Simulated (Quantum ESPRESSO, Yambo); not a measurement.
# G0W0 results for BaO2

```xyz
3
Lattice="-1.8857 1.8857 3.3750 1.8857 -1.8857 3.3750 1.8857 1.8857 -3.3750" Properties=species:S:1:pos:R:3 pbc="T T T"
O      0.0000     0.0000     2.6407
O      0.0000     0.0000     4.1094
Ba     0.0000     0.0000     0.0000
```

Cell and atoms were relaxed with PBEsol from Materials Project entry mp-1105, within its symmetry.

Starting point: norm-conserving PBEsol (Quantum ESPRESSO, 84 Ry, with spin-orbit coupling). G0W0 in Yambo: 4×4×4 Γ-centred k mesh, 150 bands and a 7 Ry block in the screening, 150 bands in G with the Bruneval-Gonze terminator, plasmon pole fitted at 27.2 eV.

```
Item                                                Result
-------------------------------------------------  -------
PBEsol gap along the band path                     2.06 eV
PBEsol gap between the mesh's edge points (Z → Z)  2.06 eV
G0W0 gap between the same points                   3.71 eV
```

```
k point  band  E PBEsol (eV)  E QP (eV)  shift (eV)     Z
-------  ----  -------------  ---------  ----------  ----
Γ          VB          -1.21      -2.34       -1.13  0.79
Γ          CB           3.26       4.07        0.82  0.85
X          VB          -0.28      -1.27       -0.99  0.79
X          CB           4.84       6.89        2.05  0.78
N          VB          -0.41      -1.40       -0.98  0.79
N          CB           3.14       4.55        1.42  0.82
P          VB          -1.28      -2.39       -1.11  0.79
P          CB           3.54       5.23        1.69  0.80
Z        VB−2          -0.03      -0.97       -0.94  0.79
Z        VB−1           0.00      -0.94       -0.94  0.79
Z          VB           0.00      -0.94       -0.94  0.79
Z          CB           2.06       2.77        0.71  0.86
Z        CB+1           2.06       2.77        0.71  0.86
```

Energies count from the PBEsol valence-band maximum.

Nearest settings tried, and what they do to the gap: 1 Ry block (11 vectors against 113): +682 meV. Not varied: bands in G, bands in W, mesh. So the settings aren't converged at that level.
